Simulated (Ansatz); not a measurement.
A generator proposed this cell of Ta2Ru.

```cif
data_structure
_symmetry_space_group_name_H-M 'P-62m'
_symmetry_Int_Tables_number 189
_cell_length_a 5.9315
_cell_length_b 5.9315
_cell_length_c 3.7843
_cell_angle_alpha 90.000
_cell_angle_beta 90.000
_cell_angle_gamma 120.000
_cell_volume 115.30
loop_
_atom_site_label
_atom_site_type_symbol
_atom_site_symmetry_multiplicity
_atom_site_Wyckoff_symbol
_atom_site_fract_x
_atom_site_fract_y
_atom_site_fract_z
_atom_site_occupancy
Ta1 Ta 3 g 0.66120 0.00000 0.50000 1
Ta2 Ta 1 b 0.00000 0.00000 0.50000 1
Ru1 Ru 2 d 0.33333 0.66667 0.50000 1
```

Method: DFT PBE, scalar-relativistic, plane waves, PAW in Ansatz. Plane waves to 420 eV, a k mesh through Γ of 3×3×4 on the computed 6-atom cell and Gaussian smearing (0.10 eV); no spin polarisation.

The zero of energy is the elements' standard structures at the same level; no fitted shifts are applied.

Question: How far from equilibrium is it?

Answer: The pressure is 121.6 GPa (the mean over three directions, positive in compression), the largest force is 0.90 eV/Å, and the energy is +6.00 eV/atom against the elements. The shortest distance is 1.96 Å.

Question: How much does it gain on relaxing, and where does it end?

Answer: Relaxing gains about 4.8 eV/atom (the start's value is from the coarse mesh, so the gain is rough) in 24 ionic steps and ends at +1.23 eV/atom on the finer mesh. The symmetry stays P-62m (No. 189). The volume per atom grows by 16.6 %, from 19.2 to 22.4 Å³. The shortest distance goes from 1.96 Å (Ta–Ru) to 2.43 Å (Ta–Ru). The ratio c/a of the conventional cell changes by a factor of 0.58. Conventional cell: a = 7.483 Å, c = 2.773 Å. Around Ta on a site of symmetry m2m lie 2 Ru at 2.43 Å and 3 Ta at 2.63–2.77 Å; Ta on a site of symmetry -62m is surrounded by 5 Ta at 2.63–2.77 Å; Ru has 3 Ta at 2.43 Å and 2 Ru at 2.77 Å.

The last run used a 6×6×14 mesh (in the run's order of axes) for its 6-atom cell and Gaussian smearing of 0.10 eV. Spin–orbit coupling, which can matter for Ta, is left out. The relaxation can't lower the symmetry of the start. A structure relaxed within its symmetry needn't be a true minimum. Another cell of Ta2Ru relaxed alike, in P-1, lies 1.36 eV/atom lower, so this cell isn't the stable form at this level.
